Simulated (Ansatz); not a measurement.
A geometry of Cu away from equilibrium: step 2 of the relaxation of a relaxed Cu cell shaken by Gaussian noise of σ = 0.08 Å a coordinate. All values below come from r2SCAN (plane waves to 500 eV, PAW, scalar-relativistic; Ansatz, an electronic-structure program). Γ-centred k-mesh 7×7×7 on the run's cell (coarser than for final values), Fermi–Dirac smearing 0.05 eV.

```xyz
8
Lattice="4.5406 0.0041 0.0259 0.0041 4.5478 0.0059 0.0259 0.0059 4.5435" Properties=species:S:1:pos:R:3 pbc="T T T"
Cu     1.1784    -0.0553     2.1767
Cu     3.5395     0.0260     2.3481
Cu     0.0939     2.2622     1.1324
Cu    -0.0671     2.2780     3.5015
Cu     2.2041     1.1096     0.1257
Cu     2.3558     3.3694     0.0233
Cu    -0.0369    -0.0251    -0.1009
Cu     2.3574     2.2476     2.2425
```

Give the Cartesian forces on all atoms (eV/Å).


```json
[
 {"atom": "Cu1", "Fx": "1.13", "Fy": "-0.01", "Fz": "0.04"},
 {"atom": "Cu2", "Fx": "-1.53", "Fy": "-0.08", "Fz": "-0.47"},
 {"atom": "Cu3", "Fx": "0.08", "Fy": "-0.04", "Fz": "1.23"},
 {"atom": "Cu4", "Fx": "0.28", "Fy": "-0.13", "Fz": "-1.49"},
 {"atom": "Cu5", "Fx": "0.12", "Fy": "-0.25", "Fz": "-0.55"},
 {"atom": "Cu6", "Fx": "-0.34", "Fy": "0.23", "Fz": "-0.21"},
 {"atom": "Cu7", "Fx": "0.54", "Fy": "0.17", "Fz": "0.83"},
 {"atom": "Cu8", "Fx": "-0.28", "Fy": "0.12", "Fz": "0.63"}
]
```

What is the pressure?

+2.0 GPa, compression positive.

No spin polarisation in the result.

The end of the path is a generated cell of Cu: the first start was made by placing the elements on the sites of a structure type, and the end was not matched to a known phase here, so it may be hypothetical. Known forms of Cu include space group No. 225.
